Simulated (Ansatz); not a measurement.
Notes on K3SbO4

```
CELL_PARAMETERS angstrom
5.88668 0.04088 -0.02219
0.04649 6.68116 0.00868
-1.84645 -0.00596 5.22619
ATOMIC_POSITIONS crystal
Sb 0.49693 0.87032 0.24035
Sb 0.50185 0.12754 0.76290
O 0.28250 0.33042 0.55267
O 0.72688 0.31747 0.95020
O 0.73076 0.66240 0.47400
O 0.27325 0.67339 0.02767
O 0.29876 0.09834 0.00541
O 0.70799 0.09478 0.49602
O 0.69847 0.88700 0.98939
O 0.30334 0.90954 0.51141
K 0.49542 0.37099 0.25405
K 0.50365 0.62719 0.74196
K 0.00036 0.12038 0.23373
K 0.00228 0.86563 0.75142
K 0.00062 0.61310 0.24005
K 0.00174 0.38236 0.75017
```

The numbers come from plane-wave PAW DFT (Ansatz): r2SCAN, no spin polarisation, 500 eV, 3×3×4 (shifted by 0, 0.5, 0 steps) k points, fermi-dirac occupations (width 0.1 eV). Nothing was relaxed.

- Forces: The largest is on O5: 3.34 eV/Å, components (-1.13, 1.37, -2.83). It makes 22° with the line to a nearest neighbour, Sb1 at 2.06 Å, pointing towards it.
- Stress: The pressure is 22.3 GPa (compression positive), so with the atoms held at these fractions the cell would first expand; the forces are large, so a full relaxation may end otherwise. The principal stresses 18.8, 23.0, 25.0 GPa differ, so its shape would change too.
- Formation energy: -1.36 eV an atom against the elements' usual phases (free molecules for gases, crystals otherwise, with no correction for O₂ or N₂), so it is bound against them; other compounds may still compete. Relaxing would lower it.
- Electronic structure: The gap on the k mesh is 2.75 eV; the mesh may miss the band edges, so the true gap of this level can be smaller.
- Band edges: Within 0.7 eV of the edges, the states project mainly on O p (92 %) below the gap and on O p (47 %) and Sb s (30 %) above it.
- Charges: Bader charges in e: K +0.77 to +0.81, Sb +2.74 to +2.85, O -1.32 to -1.27. In the mean Sb gives up most and O takes most.
- Contacts: Sb–O at 1.89 Å: least valence density 0.99 e/Å³ and ELF 0.33 there. O–K at 2.20 Å: least valence density 0.40 e/Å³ and ELF 0.11 there. These are pseudo-fields; inside the PAW spheres they differ from the all-electron ones.

Origin: a strained cell with displaced atoms, so it need not be a known compound. Caveats: an odd or shifted mesh can miss the band edges, so this level's true gap may be smaller; no spin-orbit coupling, which can shift this gap by tenths of an eV; atoms or cell far from equilibrium.
